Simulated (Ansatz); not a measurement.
FeSi2:
```
FeSi2
1.0
    4.89119    -3.85409     0.00000
    4.89119     3.85409     0.00000
    0.00000     0.00000     7.74552
Fe Si
8 16
Direct
  0.80783   0.19217   0.31260
  0.19217   0.80783   0.68740
  0.69217   0.30783   0.81260
  0.30783   0.69217   0.18740
  0.71611   0.71611   0.00000
  0.28389   0.28389   0.00000
  0.78389   0.78389   0.50000
  0.21611   0.21611   0.50000
  0.58153   0.67143   0.72660
  0.41847   0.32857   0.27340
  0.91847   0.82857   0.22660
  0.08153   0.17143   0.77340
  0.67143   0.58153   0.27340
  0.32857   0.41847   0.72660
  0.82857   0.91847   0.77340
  0.17143   0.08153   0.22660
  0.85468   0.40207   0.55016
  0.14532   0.59793   0.44984
  0.64532   0.09793   0.05016
  0.35468   0.90207   0.94984
  0.40207   0.85468   0.44984
  0.59793   0.14532   0.55016
  0.09793   0.64532   0.94984
  0.90207   0.35468   0.05016
```

Relaxed with PBEsol. Independent-particle spectrum: no excitons, no local fields, no scissors shift; 0.1 eV broadening; ε₁ of the summed bands alone.

Q: Tabulate the dielectric function from plane-wave PAW PBEsol (Ansatz code).

A: 

```csv
E (eV),ε₁ xx,ε₂ xx,ε₁ yy,ε₂ yy,ε₁ zz,ε₂ zz
0.0,23.82,0.00,24.91,0.00,24.78,0.00
0.3,24.30,0.00,25.36,0.00,25.23,0.00
0.6,26.03,0.00,27.01,0.00,26.80,0.00
0.9,31.36,0.45,31.70,0.10,31.48,0.45
1.2,39.09,12.78,37.10,15.59,37.17,8.97
1.5,20.71,24.22,29.59,18.95,31.21,20.07
1.8,15.84,22.51,22.03,21.46,24.48,24.38
2.1,9.88,16.05,16.86,23.91,15.94,26.76
2.4,12.59,15.59,12.98,19.93,12.24,17.99
2.7,11.02,14.57,10.56,18.82,11.99,19.60
3.0,10.78,13.08,10.92,17.32,9.24,18.95
3.3,11.73,13.68,10.03,16.70,8.54,16.68
3.6,11.28,14.57,9.19,17.87,9.07,17.03
3.9,10.54,15.17,9.44,18.23,9.05,16.66
4.2,9.98,16.58,7.31,19.62,9.38,18.94
4.5,9.13,17.49,6.52,20.38,5.68,22.44
4.8,7.72,18.79,2.81,20.71,1.35,21.04
5.1,6.90,21.85,0.86,19.96,-0.40,19.15
5.4,2.08,24.20,-0.19,19.05,-0.86,17.34
5.7,-3.86,21.72,-3.22,19.64,-1.91,17.91
6.0,-6.79,19.26,-5.54,16.76,-4.47,17.42
6.3,-8.45,15.20,-7.46,15.35,-7.16,14.95
6.6,-8.20,12.21,-7.98,12.14,-7.30,12.21
6.9,-7.82,10.40,-7.50,10.40,-7.40,10.69
7.2,-7.51,9.20,-7.43,8.94,-7.46,9.06
7.5,-7.27,7.65,-7.25,7.63,-6.98,7.69
7.8,-6.78,6.56,-6.52,6.57,-6.54,6.71
8.1,-6.50,5.80,-6.39,5.94,-6.34,5.91
8.4,-6.01,4.77,-6.01,5.10,-5.93,5.06
8.7,-5.44,4.27,-5.75,4.44,-5.55,4.58
9.0,-5.05,3.79,-5.35,3.72,-5.25,3.95
9.3,-4.70,3.42,-4.83,3.35,-4.94,3.51
9.6,-4.36,3.11,-4.49,2.99,-4.57,3.07
9.9,-4.14,2.77,-4.16,2.74,-4.20,2.72
10.2,-3.87,2.50,-3.90,2.48,-3.94,2.49
10.5,-3.63,2.27,-3.69,2.27,-3.65,2.28
10.8,-3.39,2.02,-3.44,2.03,-3.48,2.10
11.1,-3.17,1.81,-3.26,1.85,-3.28,1.82
11.4,-2.98,1.64,-3.04,1.63,-3.07,1.66
11.7,-2.73,1.47,-2.83,1.47,-2.88,1.48
12.0,-2.57,1.37,-2.63,1.34,-2.67,1.33
```

Q: From ε at 1.7 eV (xx: 18.59 + 22.61i), find n, k, the normal reflectivity and the absorption coefficient.

A: n = 4.89, k = 2.311, R = 51 %, α = 2kE/ħc = 400000 cm⁻¹.

With all bands, ε∞ without local fields is 24.0 (xx), 25.1 (yy), 24.9 (zz).

Space group Cmce. The first step of the workflow began from a Materials Project structure, measured or hypothetical; the Crystallography Open Database files this formula in space group No. 64, but the cells were not matched. Its standing as an ambient phase is unchecked. The PBEsol relaxation kept the symmetry of its start; of distortions, only those at the zone centre were tested. The run is not spin-polarised.

Potentials: the later of the program's two PAW sets.
